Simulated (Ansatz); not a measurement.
## BaOsO3 single point

The input, for Ansatz 0.2.0 (plane waves, PAW):

```yaml
crystal:
  lattice:
    - [3.95122087, 0.0, 0.0]
    - [0.0, 3.95122087, 0.0]
    - [0.0, 0.0, 3.95122087]
  atoms:
    - { symbol: Os, position: [0.0, 0.0, 0.0] }
    - { symbol: O, position: [0.5, 0.0, 0.0] }
    - { symbol: O, position: [0.0, 0.5, 0.0] }
    - { symbol: O, position: [0.0, 0.0, 0.5] }
    - { symbol: Ba, position: [0.5, 0.5, 0.5] }
kpoints:
  mp_grid: { grid: [5, 5, 5], shift: [0.5, 0.5, 0.5] }
  band_path:
    path:
      - [0.0, 0.0, 0.0]
      - [0.0, 0.5, 0.0]
      - [0.5, 0.5, 0.0]
      - [0.0, 0.0, 0.0]
      - [0.5, 0.5, 0.5]
      - [0.0, 0.5, 0.0]
    npoints: 10
magnetization:
  noncollinear: true
  spin_orbit: true
scf:
  occupations: { method: gaussian, width: 0.0795 }
  lower_state_search: "off"
  max_iter: 200
hamiltonian:
  pseudopotentials: { kind: paw_fr }
  xc: r2scan
  hubbard:
    projectors: all-electron-ortho-atomic
    sites: [{ species: Os, l: d, u_eff: 2.79 }]
basis:
  ecutwfc: 500
  fft_grid_basis: typed
output:
  forces: true
  stress: true
  eigenvalues: true
  bader: true
  populations: true
  elf: true
  write_potential: true
  volumetric_format: npy
  dos:
    e_range: [-12, 8]
    de: 0.05
    projected: { site_lists: { Ba: [Ba], O: [O], Os: [Os] } }
    method: { smearing: { sigma: 0.1, scheme: gaussian } }
checkpoint:
  read: saved_state
```

The saved state is an earlier solution for the same cell, perhaps on another mesh. The state carries no moments; the state need not be the lowest.

Excerpt of what it printed:

```
Os: projections on atomic orbitals take those of the free atom [Kr 4d10 4f14] 5s2 5p6 5d6 6s2, of charge +0.00 (hamiltonian.pseudopotentials.projection_atoms); the dataset's partial waves leave at most 2.6e-6 of an orbital's norm unspanned inside its sphere
O: projections on atomic orbitals take those of the free atom [He] 2s2 2p4, of charge +0.00 (hamiltonian.pseudopotentials.projection_atoms); the dataset's partial waves leave at most 1.5e-11 of an orbital's norm unspanned inside its sphere
Ba: projections on atomic orbitals take those of the free atom [Kr 4d10] 5s2 5p6 6s2, of charge +0.00 (hamiltonian.pseudopotentials.projection_atoms); the dataset's partial waves leave at most 2.8e-7 of an orbital's norm unspanned inside its sphere
Pseudopotentials: kind: paw_fr
Pseudopotential: Os, paw_fr, valence charge 16, recommended cutoff 500 eV (meta_gga), Os.paw.azcp#standard-fr
Pseudopotential: O, paw_fr, valence charge 6, recommended cutoff 500 eV (meta_gga), O.paw.azcp#standard-fr
Pseudopotential: Ba, paw_fr, valence charge 10, recommended cutoff 500 eV (meta_gga), Ba.paw.azcp#standard-fr
Functional definition: r2SCAN
  exchange = r2scan_x(k0 = k0, k1 = k1, a1 = a1)
  correlation = r2scan_c
Crystal: 5 atoms, lattice volume = 61.687 Å³
Basis set: ecut = 500 eV, 1551 PW (Γ), exchange–correlation on 120×120×120 points (64 copies of the dense FFT grid, shifted against one another)
Bands: 54, of which v1, the nominal top of the filled ones, is band 44 counted from 1 (43 counted from 0)
Symmetry: 48 space group operations + 48 with time reversal
Magnetic group: BNS 221.93 (UNI 1595), of the structure as read, at distance tolerance 4.0e-5 Å
k-points: 10 of 125
Initial density: read from a saved state, or passed on in memory by an earlier SCF of this step, an earlier step, the calling program or the single point that the run made first
Functional: x = r2scan, c = r2scan; τ floored in thin density (d = 2e-4 eV/Å³)
SCF iter   1: F=-19028.7889 eV  Δρ=1.22e-2  dr2=6.27e-3  dr2_τ=2.95e-3  dr2_m=0.00e0 (ungated)  |M|=0.00e0 ∫|m|=0.00e0 μB
SCF iter   2: F=-19028.7917 eV  Δρ=8.79e-3  dr2=3.19e-3  dr2_τ=2.02e-3  dr2_m=0.00e0 (ungated)  |M|=0.00e0 ∫|m|=0.00e0 μB
SCF iter   3: F=-19028.7927 eV  Δρ=3.92e-4  dr2=5.22e-5  dr2_τ=8.05e-6  dr2_m=0.00e0 (ungated)  |M|=0.00e0 ∫|m|=0.00e0 μB
SCF iter   4: F=-19028.7927 eV  Δρ=1.48e-4  dr2=5.54e-6  dr2_τ=7.27e-7  dr2_m=0.00e0 (ungated)  |M|=0.00e0 ∫|m|=0.00e0 μB
SCF iter   5: F=-19028.7927 eV  Δρ=7.51e-5  dr2=1.85e-6  dr2_τ=7.76e-8  dr2_m=0.00e0 (ungated)  |M|=0.00e0 ∫|m|=0.00e0 μB
SCF iter   6: F=-19028.7927 eV  Δρ=8.69e-6  dr2=3.79e-8  dr2_τ=1.30e-9  dr2_m=0.00e0 (ungated)  |M|=0.00e0 ∫|m|=0.00e0 μB
Magnetization: |M| = 0.0000 μB,  M = (+0.0000, +0.0000, +0.0000) μB
Absolute magnetization: 0.0000 μB (∫|m|)
  site 0: m = (+0.0000, +0.0000, +0.0000) μB, |m| = 0.0000 μB  (R = 0.81 Å)
  site 1: m = (+0.0000, +0.0000, +0.0000) μB, |m| = 0.0000 μB  (R = 0.81 Å)
  site 2: m = (+0.0000, +0.0000, +0.0000) μB, |m| = 0.0000 μB  (R = 0.81 Å)
  site 3: m = (+0.0000, +0.0000, +0.0000) μB, |m| = 0.0000 μB  (R = 0.81 Å)
  site 4: m = (+0.0000, +0.0000, +0.0000) μB, |m| = 0.0000 μB  (R = 1.15 Å)
Free energy (F): -19028.7927 eV
Harris-Foulkes:  -19028.7927 eV  (|F-HF|=3.12e-9)
Internal energy: -19028.7902 eV  (E = F + TS)
E sigma→0 (E₀):  -19028.7914 eV
Entropy (-TS):   -0.0026 eV (-0.514 meV/atom)
Fermi energy:    14.9088 eV
--- Per-component energies (eV) ---
  E_band       = -170.0811
  E_kinetic    = 1271.5315
  E_local      = -2576.4280  (includes V_loc(G=0)·N_el)
  E_nonlocal   = 190.4225
  E_hartree    = 1022.3632
  E_xc         = -632.6652
  E_vxc        = -780.4379  (∫ρ·V_xc dr)
  E_hubbard    = 2.4019  (on-site DFT+U / exact-exchange correction)
  E_vhub       = -3.7635  (the Hubbard potential's part of the band-sum identity)
  E_paw        = -14727.3905  (= ΣΔE_a)
  E_vpaw       = -360.9900  (= ΣTr[D̂ρ^β])
  E_aug_tail   = 0.0033  (compensation charges beyond the density's cutoff)
  E_vtau       = 44.8589  (kinetic-family band-sum trace: ∫τ·v_τ [+ j·A + Jᵃ·Aᵃ] dr)
  E_ewald      = -3578.6001
  E_core_change = -0.4287  (= ΣΔE_core)
  E_smearing   = -0.0026  (= −TS)
--- Stress (GPa, compression-positive) ---
       13.5614       0.0000       0.0000
        0.0000      13.5614       0.0000
        0.0000       0.0000      13.5614
  P = ⅓ Tr σ = 13.5614 GPa (135.614 kbar)
--- Löwdin populations: 5 sites ---
  site symbol       q [e]
     0     Os     14.5901
     1      O      6.9268
     2      O      6.9268
     3      O      6.9268
     4     Ba      8.2290
  spilling = 0.0091 (of n_electrons = 44.0000)
--- Bader charges: 5 sites ---
  site symbol  charge [e]  shift [e]  m_x [muB]  m_y [muB]  m_z [muB]
     0     Os      2.0104     0.0007     0.0000     0.0000     0.0000
     1      O     -1.1968     0.0002     0.0000     0.0000     0.0000
     2      O     -1.1968     0.0002     0.0000     0.0000     0.0000
     3      O     -1.1968     0.0002     0.0000     0.0000     0.0000
     4     Ba      1.5801     0.0000     0.0000     0.0000     0.0000
```

Origin: a known structure type with other elements, at an estimated volume, so it need not be a known compound. Caveats: started without moments under time reversal, so no moment could form; the k mesh is coarse if the cell is a metal.
